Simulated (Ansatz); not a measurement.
**ZnCr₂S₄, first-principles data**

ZnCr₂S₄:
```yaml
crystal:
  lattice:
    - [0.00000, 4.93959, 4.93959]
    - [4.93959, 0.00000, 4.93959]
    - [4.93959, 4.93959, 0.00000]
  atoms:
    - { symbol: Zn, position: [0.25000, 0.25000, 0.25000] }
    - { symbol: Zn, position: [0.00000, 0.00000, 0.00000] }
    - { symbol: Cr, position: [0.62500, 0.62500, 0.62500] }
    - { symbol: Cr, position: [0.12500, 0.62500, 0.62500] }
    - { symbol: Cr, position: [0.62500, 0.62500, 0.12500] }
    - { symbol: Cr, position: [0.62500, 0.12500, 0.62500] }
    - { symbol: S, position: [0.38526, 0.38526, 0.38526] }
    - { symbol: S, position: [0.40578, 0.86474, 0.86474] }
    - { symbol: S, position: [0.38526, 0.38526, 0.84422] }
    - { symbol: S, position: [0.86474, 0.40578, 0.86474] }
    - { symbol: S, position: [0.84422, 0.38526, 0.38526] }
    - { symbol: S, position: [0.86474, 0.86474, 0.86474] }
    - { symbol: S, position: [0.38526, 0.84422, 0.38526] }
    - { symbol: S, position: [0.86474, 0.86474, 0.40578] }
```
The run is spin-polarised; directions of the spins, atom by atom: 0 0 ↑ ↑ ↑ ↑ 0 0 0 0 0 0 0 0.

Space group Fd-3m (No. 227), spinel; conventional cell a = b = c = 9.879 Å, α = β = γ = 90.00°.

Method: PBEsol (plane waves, PAW; program Ansatz). Structure relaxed to zero pressure with the same functional. Other levels are named where they apply.

**Cell and energy**

- Volume per atom: 17.22 Å³
- Density: 4.10 g/cm³
- Formation energy from the elements (no fitted shifts): -0.76 eV/atom

**Electronic structure**

* **Electronic character**: metallic (no gap)
* **Density of states at the Fermi level**: 0.12 states/eV per atom (mean over ±0.08 eV)

**Magnetism**

Magnetic order: ferromagnetic
Net moment: 0.86 μB per atom

**Mechanics**

- Bulk modulus (Birch–Murnaghan fit): 97.8 GPa
- Pressure derivative B′: 4.3

**Charges**

- Bader charges = Zn +0.86, Cr +1.27, S -0.85 e

The workflow started from an entry of the Crystallography Open Database (COD). Whether it is the stable phase at ambient conditions was not checked. The cell was relaxed with PBEsol under the symmetry of its start; whether a distortion lowers the energy is not shown. The final state is ferromagnetic, chosen from 2 collinear starts compared on coarse meshes (ties went to the first, and starts can fall back to one state), not a proven ground state. No Hubbard U is applied. The compound may be a true metal, but semilocal functionals without U, or a wrong spin order, can also close a gap. The references are the lowest solids computed at this level, not always the standard phases.

Potentials: the later of the program's two PAW sets.
